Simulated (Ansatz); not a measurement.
Deforming BiTe

```
Bi Te
1.0
     0.00000    3.23500    3.23500
     3.23500    0.00000    3.23500
     3.23500    3.23500    0.00000
Bi Te
1 1
Cartesian
  0.0000 0.0000 0.0000
  3.2350 3.2350 3.2350
```

Atom numbers follow the list: Bi1, Te2.

The cell is COD entry 9008604, as deposited and not checked against the literature; nothing was relaxed.

No spin–orbit coupling, which matters for the heavy atoms here.

Theory: Ansatz 0.2.0, DFT, PBE, all-electron LAPW, scalar-relativistic.

Sampling and basis: a Γ-centred 10×10×10 k mesh, Fermi–Dirac smearing of 0.08 eV, basis error target 0.5 meV/atom, no spin polarisation.

The unchanged cell is at 0.81 GPa.

In a metal, stresses and small energies carry noise from the k mesh.

x, y and z are the Cartesian axes of the cell as listed; fractional coordinates follow a strain, and an engineering shear is twice the off-diagonal strain component.

Question: With this change (xy engineering shear strain of -4 %), what becomes of the energy and stress?

Answer: Energy change under 1 meV/atom; stress change (xx, yy, zz, yz, xz, xy) -0.03, -0.03, -0.02, 0.00, 0.00, -0.04 GPa, compression positive.

With xy engineering shear strain of +3 %: energy change under 1 meV/atom; stress change (xx, yy, zz, yz, xz, xy) -0.02, -0.02, -0.01, 0.00, 0.00, 0.04 GPa, compression positive.

Question: With this change (atom 1 (Bi) moved by (0.0212, 0.0212, 0.0000) Å), what becomes of the energy and stress and forces?

Answer: Energy change under 1 meV/atom; stress change (xx, yy, zz, yz, xz, xy) 0.02, 0.02, 0.01, 0.00, 0.00, -0.01 GPa, compression positive; change of the force on Bi1 (-0.054, -0.054, 0.000) eV/Å.

Question: What force constant does this one finite step give for Bi1 along its displacement (all its periodic images move with it)?

Answer: k = −ΔF·u/|u|² = 2.56 eV/Å², so the force pulls the atom back.
